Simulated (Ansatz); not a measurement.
The relaxed structure here is a generated cell of Mo: the first start was made by placing the elements on the sites of a structure type, and the end was not matched to a known phase here, so it may be hypothetical. Known forms of Mo include space group No. 229.

A relaxed cell of Mo (P6/mmm (No. 191)), relaxed on a k-mesh at least as fine as the one used below. Method: PBEsol (plane waves to 420 eV, PAW, scalar-relativistic; Ansatz, a quantum-chemistry and plane-wave program). Γ-centred k-mesh 7×14×13 on the run's cell (coarser than for final values), Fermi–Dirac smearing 0.05 eV.

```xyz
2
Lattice="5.4833 0.0000 0.0000 -1.3708 2.3743 0.0000 0.0000 0.0000 2.4997" Properties=species:S:1:pos:R:3 pbc="T T T"
Mo     0.0000     0.0000     0.0000
Mo     2.7417     0.0000     0.0000
```

The atoms are displaced along an unstable phonon of this cell by (Å):

| atom | ux | uy | uz |
|---|---|---|---|
| Mo1 | 0.000 | 0.000 | 0.150 |
| Mo2 | 0.000 | 0.000 | -0.150 |

Task: What forces (eV/Å) and pressure result?

Result: 
```csv
atom,Fx,Fy,Fz
Mo1,0.00,0.00,1.33
Mo2,0.00,0.00,-1.33
```

Pressure -1.2 GPa.

Task: Estimate the energy cost of the displacement in the harmonic approximation and compare with the calculation.

Result: For a harmonic well ΔE = −½ Σ F·u = -0.200 eV a cell, or -100 meV/atom. The calculated energy relative to the undisplaced cell is -0.09 eV/atom, so the harmonic estimate holds well.

The undisplaced cell is probably no minimum: from this displacement the run went on to I4/mmm (No. 139), 0.56 eV/atom below it.

No spin polarisation in the result.
